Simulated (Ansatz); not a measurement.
## Magnetic states of nickel, simple cubic

Computed with DFT, r2SCAN, plane waves (500 eV) with PAW, scalar-relativistic in Ansatz 0.2.0. (PAW data from PBE, frozen cores regenerated.)

Each start was relaxed and then solved on a dense mesh, with Fermi-Dirac smearing of 0.05 eV (0.1 eV in a metal without spin) extrapolated to zero. Rows within 2 meV/atom of each other tie.

(1) Where does each start end, and how do the energies compare? Starts: non-magnetic; ferromagnetic.

Answers

(1) 
```tsv
start	ends	ΔE (meV/atom)	V (Å³/atom)
ferromagnetic	ferromagnetic, net 0.85 μB per atom	0.0	12.25
non-magnetic	spin not included	44.0	12.04
```
